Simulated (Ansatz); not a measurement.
## RbLuSe₂ (R-3m), elastic constants by finite strains: input and output

Computed with PBEsol, PAW on Ansatz 0.2.0's default frozen-core files (fitted under PBE), scalar-relativistic; not a measurement.

Cell and atoms were relaxed beforehand by PAW with this functional.

Command:

```sh
ansatz run input.yaml --threads 2 --pin off --max-ram 5120MiB --backend cpu --events-out ev --progress --plain --runs-dir out
```

input.yaml:

```yaml
crystal:
  lattice:
    - [2.04596736978, 1.1812398117, 7.84497534694]
    - [-2.04596736978, 1.1812398117, 7.84497534694]
    - [0.0, -2.36247962339, 7.84497534694]
  atoms:
    - { symbol: Rb, position: [0.0, 0.0, 0.0] }
    - { symbol: Lu, position: [0.5, 0.5, 0.5] }
    - { symbol: Se, position: [0.231432898656, 0.231432898656, 0.231432898656] }
    - { symbol: Se, position: [0.768567101344, 0.768567101344, 0.768567101344] }
kpoints:
  mp_grid: { grid: [6, 6, 6] }
scf:
  occupations: { method: fixed }
hamiltonian:
  xc: pbesol
  pseudopotentials: { kind: paw }
elastic:
  mode: relaxed_ion
  stencil: two_point
  amplitude: 0.005
```

Output (shortened where marked):

```
Warning: RAYON_NUM_THREADS=2 ignored (pool sized by the plan → 2); use --threads N
Engine: ansatz 0.2.0, x86_64-unknown-linux-gnu
Pseudopotentials: kind: paw
Pseudopotential: Rb, paw, valence charge 9, recommended cutoff 420 eV (normal), Rb.paw.azcp
Pseudopotential: Lu, paw, valence charge 25, recommended cutoff 420 eV (normal), Lu.paw.azcp
Pseudopotential: Se, paw, valence charge 16, recommended cutoff 420 eV (normal), Se.paw.azcp
Functional definition: PBEsol
  exchange = pbesol_x
  correlation = pbesol_c
Crystal: 4 atoms, lattice volume = 113.757 Å³
Basis set: ecut = 420 eV, 2235 PW (Γ), exchange–correlation on 120×120×120 points (8 copies of the dense FFT grid, shifted against one another)
Bands: 40, of which v1, the nominal top of the filled ones, is band 33 counted from 1 (32 counted from 0)
Symmetry: 12 space group operations
Space group: R-3m (ITA 166), of the structure as read, at distance tolerance 4.8e-5 Å
k-points: 32 of 216
Non-local potential: Rb, projectors of the file, l = 0: 3, l = 1: 2, l = 2: 2
Non-local potential: Lu, projectors of the file, l = 0: 3, l = 1: 2, l = 2: 2, l = 3: 3
Non-local potential: Se, projectors of the file, l = 0: 2, l = 1: 2, l = 2: 3, l = 3: 1
PAW form: soft (Blöchl's): semilocal exchange-correlation on the pseudo side does not see the compensation charge
PAW frozen core: Rb, regenerated for the run's functional, and the local potential with it (the file was generated under x = pbe(κ = 0.804, μ = 0.2195149727645171), c = pbe(β = 0.06672455060314922))
PAW frozen core: Lu, regenerated for the run's functional, and the local potential with it (the file was generated under x = pbe(κ = 0.804, μ = 0.2195149727645171), c = pbe(β = 0.06672455060314922))
PAW frozen core: Se, regenerated for the run's functional, and the local potential with it (the file was generated under x = pbe(κ = 0.804, μ = 0.2195149727645171), c = pbe(β = 0.06672455060314922))
PAW one-centre angular grid: Rb, 110 points (default); XC on 64 Gauss nodes
[... 172 lines left out ...]
  reference relaxed by the batch: 3 steps; max|allowed force component| 6.82e-4 eV/Å at the deck's positions, 9.78e-8 at the last accepted step, 3.96e-8 by the solve of record
  largest displacement 8.4e-5 Å; the constants are those of the deck's cell at these positions:
  atoms:
    - { symbol: Rb, position: [-1.086609052755353e-34, -1.0870686864203604e-34, 2.1737576540627694e-34] }
    - { symbol: Lu, position: [0.5, 0.5, 0.5] }
    - { symbol: Se, position: [0.23142933147836206, 0.23142933147836206, 0.23142933147836203] }
    - { symbol: Se, position: [0.7685706685216378, 0.7685706685216378, 0.7685706685216378] }
  C = ∂σ_k/∂η_j (tension-positive GPa; Voigt order 11 22 33 23 13 12):
        78.505     20.620     23.569     10.266      0.000      0.000
        20.620     78.505     23.569    -10.266      0.000      0.000
        23.539     23.539     75.220     -0.000      0.000      0.000
        10.269    -10.269     -0.000     26.579      0.000      0.000
         0.000     -0.000     -0.000      0.000     26.579     10.269
         0.000     -0.000     -0.000      0.000     10.266     28.943
  reference stress σ⁰ (GPa):     -0.031     -0.031     -0.004      0.000     -0.000     -0.000
  C* (energy form; C + prestress term) asymmetry max|C*_kj − C*_jk| = 3.065e-3 GPa — a small one proves nothing (zero by symmetry where the batch's group is 432, −43m or m−3m); a large one is finite-difference/SCF noise where ...
  moduli (Voigt/Reuss/Hill, GPa): K = 40.85/40.85/40.85   G = 27.39/24.28/25.84   E = 64.01   ν = 0.239
  mechanically stable: yes (min eigenvalue of sym C = 17.42 GPa)
  strain η (Voigt 11):  stress-route row diagonal C_11 = 78.50 GPa, energy-path curvature d²(F+E_count+ΔE)/dδ²/Ω₀ = 78.46 GPa
         δ    σ_11 (GPa)             F (eV)   n_scf  n_hpsi   n_pw
    -5.000e-3      -0.4289      -28683.6304953       4   43501   2228   relax 4 steps, max|allowed force component| 1.71e-5 eV/Å
     5.000e-3       0.3561      -28683.6307314       4   41941   2253   relax 3 steps, max|allowed force component| 1.91e-6 eV/Å
  strain η (Voigt 33):  stress-route row diagonal C_33 = 75.22 GPa, energy-path curvature d²(F+E_count+ΔE)/dδ²/Ω₀ = 75.23 GPa
         δ    σ_33 (GPa)             F (eV)   n_scf  n_hpsi   n_pw
    -5.000e-3      -0.3845      -28683.6306223       4   20105   2230   relax 3 steps, max|allowed force component| 1.60e-7 eV/Å
     5.000e-3       0.3677      -28683.6306633       4   20534   2252   relax 3 steps, max|allowed force component| 5.52e-8 eV/Å
  strain η (Voigt 23):  stress-route row diagonal C_44 = 26.58 GPa, energy-path curvature d²(F+E_count+ΔE)/dδ²/Ω₀ = 26.60 GPa
         δ    σ_23 (GPa)             F (eV)   n_scf  n_hpsi   n_pw
    -5.000e-3      -0.1313      -28683.6310748       4   41837   2242   relax 3 steps, max|allowed force component| 4.27e-5 eV/Å
     5.000e-3       0.1345      -28683.6310698       4   41949   2242   relax 3 steps, max|allowed force component| 4.15e-6 eV/Å
```

The run converged.

Elastic constants:

Elastic constants of a crystal by Kohn-Sham DFT: slopes of the stress over finite engineering strains of the given cell, Voigt indices, Cartesian axes as in the input.

- Pressure at rest: 0.022 GPa
- Least elastic eigenvalue: 17.42 GPa
- Elastically stable: yes

```csv
index,elastic (GPa)
11,78.5
12,20.62
13,23.55
14,10.27
33,75.22
44,26.58
```

**Elastic moduli**

Hill averages of a grain aggregate, Debye temperature from the mean sound speed over directions.

| Item | Value |
| --- | --- |
| Bulk modulus | 40.85 GPa |
| Shear modulus | 25.84 GPa |
| Young modulus | 64.01 GPa |
| Poisson ratio | 0.2389 |
| Bulk over shear modulus | 1.581 |
| Elastic anisotropy index | 0.6389 |
| Least young modulus | 45.92 GPa |
| Largest young modulus | 85.74 GPa |
| Longitudinal sound speed | 3511 m/s |
| Transverse sound speed | 2057 m/s |
| Elastic debye temperature | 219.9 K |
| Linear compressibility (x, y, z) | 8.141, 8.141, 8.196 1/TPa |

### Strained cells

Stress of each strained cell less that at rest, tension positive.

| strain component | strain | stress xx (GPa) | stress yy (GPa) | stress zz (GPa) | stress yz (GPa) | stress xz (GPa) | stress xy (GPa) | relaxation steps |
| --- | --- | --- | --- | --- | --- | --- | --- | --- |
| xx | -0.005 | -0.3979 | -0.1041 | -0.12 | -0.0529 | 0 | 0 | 4 |
| xx | 0.005 | 0.3872 | 0.1021 | 0.1153 | 0.0498 | 0 | 0 | 3 |
| zz | -0.005 | -0.1211 | -0.1211 | -0.3803 | 0 | 0 | 0 | 3 |
| zz | 0.005 | 0.1146 | 0.1146 | 0.3719 | 0 | 0 | 0 | 3 |
| yz | -0.005 | -0.052 | 0.0498 | -0.0027 | -0.1312 | 0 | 0 | 3 |
| yz | 0.005 | 0.0506 | -0.0529 | -0.0027 | 0.1345 | 0 | 0 | 3 |

Known limits: frozen-core PAW files fitted under PBE, their cores solved anew for the functional of the run.

It took 3.4 min on 2 threads of Intel(R) Xeon(R) Platinum 8259CL CPU @ 2.50GHz (Skylake/Cascade Lake) (shared host), peak memory 0.86 GiB.
